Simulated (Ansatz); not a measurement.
LiF:
```
CELL_PARAMETERS angstrom
      3.29582     0.00000     0.00000
     -1.64791     2.85427     0.00000
      0.00000     0.00000     4.01413
ATOMIC_POSITIONS crystal
  Li 0.33333 0.66667 0.75000
  F  0.66667 0.33333 0.75000
  F  0.33333 0.66667 0.25000
  Li 0.66667 0.33333 0.25000
```

Relaxed with PBEsol. Special points in fractions of this cell's reciprocal vectors: Γ (0.000, 0.000, 0.000); M (0.500, 0.000, 0.000); K (0.333, 0.333, 0.000); A (0.000, 0.000, 0.500); L (0.500, 0.000, 0.500); H (0.333, 0.333, 0.500).

### Question
List the band energies nearest the valence-band maximum at these points for plane-wave PAW PBEsol (Ansatz code).

### Answer
In eV from the valence-band maximum; about four levels below and three above (degenerate sets whole), none deeper than 8.9 eV; … stands for higher levels left out; points with the same levels are listed once.

```tsv
k	below	above
Γ	-1.26 -1.26 -0.47 -0.47 0.00	7.59 14.53 16.19
M	-1.80 -1.02 -0.90 -0.46	10.25 13.38 14.90
K	-1.33 -1.33 -1.13 -1.13 -0.77	10.87 14.76 14.76
A	-0.86 -0.86 -0.86 -0.86	10.10 10.10 …
L	-1.17 -1.17 -0.39 -0.39	10.77 10.77 …
H	-1.81 -1.81 -0.11 -0.11	12.01 12.01 …
```

Space group P6_3/mmc. The start of the workflow was typed in or built on a structure type; neither database checked (COD, Materials Project) lists it. It is not the phase usual at ambient conditions (space group No. 225). Symmetry was held in the PBEsol relaxation; whether a distortion lowers the energy is not shown.

Potentials: the earlier of the program's two PAW sets. The files were generated under PBE; for other functionals the program regenerates the frozen cores, and for LDA and PBEsol the local potential too.
